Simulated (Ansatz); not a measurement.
Mg$_{2}$Si:
```
Mg2Si
1.0
    0.00000     3.18220     3.18220
    3.18220     0.00000     3.18220
    3.18220     3.18220     0.00000
Mg Si
2 1
Direct
  0.25000   0.25000   0.25000
  0.75000   0.75000   0.75000
  0.00000   0.00000   0.00000
```

Relaxed with PBE. Special points in fractions of this cell's reciprocal vectors: Γ (0.000, 0.000, 0.000); X (0.500, 0.000, 0.500); U (0.625, 0.250, 0.625); K (0.375, 0.375, 0.750); L (0.500, 0.500, 0.500); W (0.500, 0.250, 0.750).

Question: List the band energies nearest the valence-band maximum at these points for the program Ansatz at the PBE level (PAW).

Answer: In eV from the valence-band maximum; about four levels below and three above (degenerate sets whole), none deeper than 8.9 eV; points with the same levels are listed once.

```csv
k,below,above
Γ,0.00 0.00 0.00,1.84 2.57 2.57 2.57
X,-7.11 -4.41 -1.93 -1.93,0.22 0.41 7.89 7.89
U,-7.13 -3.99 -3.41 -1.61,0.70 2.97 5.83
L,-7.66 -4.73 -0.70 -0.70,1.24 2.56 2.56
W,-7.06 -3.58 -3.58 -2.63,2.67 3.55 3.55
```

Space group Fm-3m (fluorite or antifluorite type). Symmetry was held in the PBE relaxation.

Potentials: the later of the program's two PAW sets.
